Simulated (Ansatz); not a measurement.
Crystals of one structure type (Cu3Au type) and one family of elements, relaxed and computed with plane-wave PAW LDA (Ansatz code).

```tsv
crystal	V (Å³/atom)	highest Γ mode, no LO–TO term (cm⁻¹)
ScPd3	14.85	223
ScPt3	15.08	239
YPd3	16.19	198
YPt3	16.39	?
LaPt3	17.71	173
```

**Question.** Fit a straight line to ln ω against ln V and predict the withheld value.

**Answer.** Least squares on the 4 shown rows: ln ω = -1.69 × ln V + (10.008), with a scatter of 3.5 %. For YPt3 this gives 197. The run itself gave 209, a miss of 5.7 % of that.

Standing as an ambient phase not checked: ScPd3, Cu3Au type; ScPt3, Cu3Au type; YPd3, Cu3Au type; YPt3, Cu3Au type; LaPt3, Cu3Au type. All cells were relaxed under the symmetry of their starts (and spin orders); stability against distortions was not tested throughout. Rows with no word on spin ran without spin polarisation. Spin–orbit coupling is left out wherever it is not named.

Potentials: the later of the program's two PAW sets.
